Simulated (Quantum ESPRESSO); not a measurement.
# HfSn4W3: finding a planted mistake in a log

A calculation, not a measurement. The program is pw.x of Quantum ESPRESSO 7.5 (plane-wave density functional theory). The cell is made up: eight metal atoms on a hexagonal close-packed lattice, with elements, volume, strain and displacements drawn at random and not relaxed, so it may be unstable or far from any real phase. PseudoDojo standard norm-conserving files set the functional (PBE unless stated); there is no spin polarisation or spin-orbit coupling, the Fermi-Dirac width of 0.25 eV means electrons at about 2900 K, and the masses in the input are unused placeholders. The tin pseudopotential is less sure than most, with forces differing by about three percent from a second method on plain tin. Heavy elements are run without spin-orbit coupling, which real alloys of them have. A spin test at this wide smearing found no moment, but such smearing suppresses magnetism that the real alloy may have.

Intended input:

```
&control calculation='scf', pseudo_dir='./dojo.nc.sr.pbe.v0_5.standard.upf', outdir='./o', disk_io='minimal', tprnfor=.true., tstress=.true. /
&system ibrav=0, nat=8, ntyp=3, nbnd=69, ecutwfc=84.00895049, nosym=.true., tot_charge=0,
 occupations='smearing', smearing='fd', degauss=0.0183746611
/
&electrons conv_thr=1.470e-08, electron_maxstep=70, mixing_beta=0.5 /
ATOMIC_SPECIES
Hf 1.0 Hf.upf
Sn 1.0 Sn.upf
W 1.0 W.upf
CELL_PARAMETERS angstrom
-3.1656 -0.0441 0.0155
0.0245 -0.0274 -5.0623
-0.1528 -10.7516 -0.0598
ATOMIC_POSITIONS angstrom
Hf -0.0413 0.023 0.0544
Sn -0.2982 -5.3693 0.0191
Sn 0.0782 -3.6848 -2.6898
W -0.1116 -8.85 -2.5928
W -1.5816 -2.5275 0.0141
W -1.7284 -7.9399 -0.0301
Sn -1.5927 -0.8808 -2.6171
Sn -1.4401 -6.2908 -2.6235
K_POINTS automatic
7 5 2 1 1 1
```

The log is shortened where brackets say so; the opening notice, blank lines, dates and the lines on written files are dropped, and the path of the files is cut. It prints rydbergs, bohrs and kilobars, and counts compression as positive stress. Its total energy is the free energy E - TS of the whole cell.

Log of the intended run:

```
     Program PWSCF v.7.5
     Parallel version (MPI & OpenMP), running on       4 processor cores
     Number of MPI processes:                 4
     Threads/MPI process:                     1
     [start-up lines left out]
     bravais-lattice index     =            0
     lattice parameter (alat)  =       5.9828  a.u.
     unit-cell volume          =    1162.4223 (a.u.)^3
     number of atoms/cell      =            8
     number of atomic types    =            3
     number of electrons       =       110.00
     number of Kohn-Sham states=           69
     kinetic-energy cutoff     =      84.0090  Ry
     charge density cutoff     =     336.0358  Ry
     scf convergence threshold =      1.5E-08
     mixing beta               =       0.5000
     number of iterations used =            8  plain     mixing
     Exchange-correlation= PBE
                           (   1   4   3   4   0   0   0)
     [axes and pseudopotential details left out]
   Cartesian axes
     site n.     atom                  positions (alat units)
         1        Hf     tau(   1) = (  -0.0130451   0.0072648   0.0171829  )
         2        Sn     tau(   2) = (  -0.0941899  -1.6959549   0.0060330  )
         3        Sn     tau(   3) = (   0.0247004  -1.1638863  -0.8496041  )
         4        W      tau(   4) = (  -0.0352501  -2.7953738  -0.8189656  )
         5        W      tau(   5) = (  -0.4995665  -0.7983398   0.0044536  )
         6        W      tau(   6) = (  -0.5459349  -2.5079083  -0.0095074  )
         7        Sn     tau(   7) = (  -0.5030725  -0.2782108  -0.8266410  )
         8        Sn     tau(   8) = (  -0.4548721  -1.9870212  -0.8286625  )
     number of k points=    35  Fermi-Dirac smearing, width (Ry)=  0.0184
                       cart. coord. in units 2pi/alat
        k(    1) = (  -0.0707356  -0.0722628  -0.0624909), wk =   0.0571429
        k(    2) = (  -0.0727911   0.0750022  -0.0632979), wk =   0.0571429
     [further k points left out]
     Dense  grid:   120921 G-vectors     FFT dimensions: (  36,  60, 120)
     Estimated max dynamical RAM per process >     356.06 MB
     Estimated total dynamical RAM >       1.30 GB
     Initial potential from superposition of free atoms
     starting charge     109.9904, renormalised to     110.0000
     Starting wfcs are   76 randomized atomic wfcs
     total cpu time spent up to now is        8.1 secs
     per-process dynamical memory:   267.1 Mb
     Self-consistent Calculation
     iteration #  1     ecut=    84.01 Ry     beta= 0.50
     Davidson diagonalization with overlap
     ethr =  1.00E-02,  avg # of iterations =  2.3
     Threshold (ethr) on eigenvalues was too large:
     Diagonalizing with lowered threshold
     Davidson diagonalization with overlap
     ethr =  5.75E-04,  avg # of iterations =  2.9
     total cpu time spent up to now is       40.0 secs
     total energy              =   -1197.70536640 Ry
     estimated scf accuracy    <       0.65873732 Ry
     iteration #  2     ecut=    84.01 Ry     beta= 0.50
     Davidson diagonalization with overlap
     ethr =  5.99E-04,  avg # of iterations =  9.9
     total cpu time spent up to now is       64.5 secs
     total energy              =   -1196.10360609 Ry
     estimated scf accuracy    <      44.76470056 Ry
     [iterations 3 to 14 left out]
     iteration # 15     ecut=    84.01 Ry     beta= 0.50
     Davidson diagonalization with overlap
     ethr =  1.21E-10,  avg # of iterations =  1.9
     total cpu time spent up to now is      283.0 secs
     total energy              =   -1198.05264182 Ry
     estimated scf accuracy    <       0.00000020 Ry
     iteration # 16     ecut=    84.01 Ry     beta= 0.50
     Davidson diagonalization with overlap
     ethr =  1.21E-10,  avg # of iterations =  1.0
     total cpu time spent up to now is      296.4 secs
     End of self-consistent calculation
     [lines on levels left out]
!    total energy              =   -1198.05264182 Ry
     estimated scf accuracy    <       0.00000001 Ry
     smearing contrib. (-TS)   =      -0.11647573 Ry
     internal energy E=F+TS    =   -1197.93616609 Ry
     The total energy is F=E-TS. E is the sum of the following terms:
     one-electron contribution =    -265.13385475 Ry
     hartree contribution      =     198.15070509 Ry
     xc contribution           =    -303.98583449 Ry
     ewald contribution        =    -826.96718194 Ry
     convergence has been achieved in  16 iterations
     Forces acting on atoms (cartesian axes, Ry/au):
     atom    1 type  1   force =    -0.00196840    0.03873675   -0.04109043
     atom    2 type  2   force =     0.00838236   -0.00061626   -0.04703870
     atom    3 type  2   force =     0.00621705    0.05890904    0.02506432
     atom    4 type  3   force =     0.00894430   -0.01523002    0.00030889
     atom    5 type  3   force =     0.00755423    0.01265326   -0.01139769
     atom    6 type  3   force =     0.00011091   -0.03676811   -0.00814166
     atom    7 type  2   force =     0.00161154    0.03599056    0.04649232
     atom    8 type  2   force =    -0.03085199   -0.09367521    0.03580296
     Total force =     0.161737     Total SCF correction =     0.000261
     Computing stress (Cartesian axis) and pressure
          total   stress  (Ry/bohr**3)                   (kbar)     P=      -58.33
  -0.00042507   0.00006634  -0.00002062          -62.53        9.76       -3.03
   0.00006634  -0.00040983  -0.00003186            9.76      -60.29       -4.69
  -0.00002062  -0.00003186  -0.00035462           -3.03       -4.69      -52.17
     init_run     :      7.64s CPU      7.92s WALL (       1 calls)
     electrons    :    282.10s CPU    288.28s WALL (       1 calls)
     forces       :      2.78s CPU      2.83s WALL (       1 calls)
     stress       :      9.63s CPU      9.89s WALL (       1 calls)
     [timing details left out]
     PWSCF        :   5m 2.38s CPU   5m 9.23s WALL
     JOB DONE.
```

A second run was made from an input with one planted mistake. Its log:

```
     Program PWSCF v.7.5
     Parallel version (MPI & OpenMP), running on       4 processor cores
     Number of MPI processes:                 4
     Threads/MPI process:                     1
     [start-up lines left out]
     bravais-lattice index     =            0
     lattice parameter (alat)  =       5.9828  a.u.
     unit-cell volume          =    1162.4223 (a.u.)^3
     number of atoms/cell      =            8
     number of atomic types    =            3
     number of electrons       =       110.00
     number of Kohn-Sham states=           69
     kinetic-energy cutoff     =      84.0090  Ry
     charge density cutoff     =     336.0358  Ry
     scf convergence threshold =      1.5E-08
     mixing beta               =       0.5000
     number of iterations used =            8  plain     mixing
     Exchange-correlation= PBE
                           (   1   4   3   4   0   0   0)
     [axes and pseudopotential details left out]
   Cartesian axes
     site n.     atom                  positions (alat units)
         1        Hf     tau(   1) = (  -0.0130451   0.0072648   0.0171829  )
         2        Sn     tau(   2) = (  -0.0941899  -1.7686030   0.0060330  )
         3        Sn     tau(   3) = (   0.0247004  -1.1638863  -0.8496041  )
         4        W      tau(   4) = (  -0.0352501  -2.7953738  -0.8189656  )
         5        W      tau(   5) = (  -0.4995665  -0.7983398   0.0044536  )
         6        W      tau(   6) = (  -0.5459349  -2.5079083  -0.0095074  )
         7        Sn     tau(   7) = (  -0.5030725  -0.2782108  -0.8266410  )
         8        Sn     tau(   8) = (  -0.4548721  -1.9870212  -0.8286625  )
     number of k points=    35  Fermi-Dirac smearing, width (Ry)=  0.0184
                       cart. coord. in units 2pi/alat
        k(    1) = (  -0.0707356  -0.0722628  -0.0624909), wk =   0.0571429
        k(    2) = (  -0.0727911   0.0750022  -0.0632979), wk =   0.0571429
     [further k points left out]
     Dense  grid:   120921 G-vectors     FFT dimensions: (  36,  60, 120)
     Estimated max dynamical RAM per process >     356.06 MB
     Estimated total dynamical RAM >       1.30 GB
     Initial potential from superposition of free atoms
     starting charge     109.9904, renormalised to     110.0000
     Starting wfcs are   76 randomized atomic wfcs
     total cpu time spent up to now is        8.1 secs
     per-process dynamical memory:   267.1 Mb
     Self-consistent Calculation
     iteration #  1     ecut=    84.01 Ry     beta= 0.50
     Davidson diagonalization with overlap
     ethr =  1.00E-02,  avg # of iterations =  2.4
     Threshold (ethr) on eigenvalues was too large:
     Diagonalizing with lowered threshold
     Davidson diagonalization with overlap
     ethr =  7.16E-04,  avg # of iterations =  2.7
     total cpu time spent up to now is       39.5 secs
     total energy              =   -1197.58440000 Ry
     estimated scf accuracy    <       0.81833263 Ry
     iteration #  2     ecut=    84.01 Ry     beta= 0.50
     Davidson diagonalization with overlap
     ethr =  7.44E-04,  avg # of iterations =  8.1
     total cpu time spent up to now is       64.1 secs
     total energy              =   -1195.40361015 Ry
     estimated scf accuracy    <      65.86670155 Ry
     [iterations 3 to 14 left out]
     iteration # 15     ecut=    84.01 Ry     beta= 0.50
     Davidson diagonalization with overlap
     ethr =  5.35E-11,  avg # of iterations =  2.0
     total cpu time spent up to now is      282.2 secs
     total energy              =   -1198.04317729 Ry
     estimated scf accuracy    <       0.00000010 Ry
     iteration # 16     ecut=    84.01 Ry     beta= 0.50
     Davidson diagonalization with overlap
     ethr =  5.35E-11,  avg # of iterations =  1.1
     total cpu time spent up to now is      295.8 secs
     End of self-consistent calculation
     [lines on levels left out]
!    total energy              =   -1198.04317730 Ry
     estimated scf accuracy    <          5.2E-09 Ry
     smearing contrib. (-TS)   =      -0.11467655 Ry
     internal energy E=F+TS    =   -1197.92850075 Ry
     The total energy is F=E-TS. E is the sum of the following terms:
     one-electron contribution =    -271.76624610 Ry
     hartree contribution      =     201.46257829 Ry
     xc contribution           =    -304.02925201 Ry
     ewald contribution        =    -823.59558093 Ry
     convergence has been achieved in  16 iterations
     Forces acting on atoms (cartesian axes, Ry/au):
     atom    1 type  1   force =    -0.00183864    0.03534529   -0.04142585
     atom    2 type  2   force =     0.02251455    0.04777666   -0.04490135
     atom    3 type  2   force =     0.00444208    0.04862344    0.01652716
     atom    4 type  3   force =     0.00930589   -0.01865137    0.00097057
     atom    5 type  3   force =     0.00932694    0.01510734   -0.01151164
     atom    6 type  3   force =    -0.00588894   -0.07372991   -0.00974266
     atom    7 type  2   force =     0.00156909    0.03461171    0.04643442
     atom    8 type  2   force =    -0.03943095   -0.08908317    0.04364934
     Total force =     0.177856     Total SCF correction =     0.000277
     Computing stress (Cartesian axis) and pressure
          total   stress  (Ry/bohr**3)                   (kbar)     P=      -47.35
  -0.00033185   0.00009258  -0.00003200          -48.82       13.62       -4.71
   0.00009258  -0.00031078  -0.00004856           13.62      -45.72       -7.14
  -0.00003200  -0.00004856  -0.00032294           -4.71       -7.14      -47.51
     init_run     :      7.62s CPU      7.92s WALL (       1 calls)
     electrons    :    281.73s CPU    287.75s WALL (       1 calls)
     forces       :      2.76s CPU      2.79s WALL (       1 calls)
     stress       :      9.62s CPU      9.87s WALL (       1 calls)
     [timing details left out]
     PWSCF        :   5m 1.94s CPU   5m 8.63s WALL
     JOB DONE.
```

Question: the log repeats what the program read. Compare it with the intended run: what was wrong in the second input?

Answer: one coordinate of one atom is wrong. The input lines that differ:

```
- Sn -0.2982 -5.3693 0.0191
+ Sn -0.2982 -5.5993 0.0191
```

```
                                            intended run  run with the mistake
                          free energy (eV)    -16300.337            -16300.208
         entropy term -TS, part of it (eV)        -1.585                -1.560
                            pressure (GPa)         -5.83                 -4.73
size of the largest force component (eV/Å)         2.408                 2.290
largest change of a force component (eV/Å)                               1.244
                                iterations            16                    16
```

For scale, a rerun of the intended cell at a higher cutoff and on a denser mesh moved values by no more than 0.020 eV in energy, 0.15 GPa in stress and 0.020 eV/Å in force, and a second program with other atomic files agreed on that cell to 2 % rms in force and 0.5 GPa in pressure.